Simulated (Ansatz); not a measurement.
MoRu:
```
CELL_PARAMETERS angstrom
      0.00000     2.53531     2.53531
      2.53531     0.00000     2.53531
      2.53531     2.53531     0.00000
ATOMIC_POSITIONS crystal
  Ru 0.00000 0.00000 0.00000
  Mo 0.50000 0.50000 0.50000
```

Relaxed with r²SCAN. Special points in fractions of this cell's reciprocal vectors: Γ (0.000, 0.000, 0.000); X (0.500, 0.000, 0.500); U (0.625, 0.250, 0.625); K (0.375, 0.375, 0.750); L (0.500, 0.500, 0.500); W (0.500, 0.250, 0.750).

### Question
List the band energies nearest the Fermi level at these points for DFT-r²SCAN in the program Ansatz with PAW potentials.

### Answer
In eV from the Fermi level; about four levels below and three above (degenerate sets whole), none deeper than 8.9 eV; points with the same levels are listed once.

| k | below | above |
|---|---|---|
| Γ | -5.47 -5.47 -4.78 -4.78 -4.78 | 2.74 2.74 2.74 |
| X | -3.47 -0.95 -0.95 -0.29 | 0.87 0.87 2.98 |
| U | -3.71 -3.33 -3.04 -1.52 | 0.36 0.88 1.39 |
| L | -1.77 -1.77 -1.32 -1.32 | 0.20 0.20 1.30 |
| W | -4.03 -1.51 -0.90 -0.82 | 0.80 1.39 1.39 |

Space group Fm-3m (rock salt). The start of the workflow was typed in or built on a structure type; neither database checked (COD, Materials Project) lists it. Whether it is the stable phase at ambient conditions was not checked. The cell was relaxed with r²SCAN under the symmetry of its start. At this level the phase is mechanically unstable. The run is not spin-polarised. Its formation energy is positive at this level, so the cell may be metastable or incomplete. Spin–orbit coupling is left out wherever it is not named.

Potentials: the later of the program's two PAW sets.
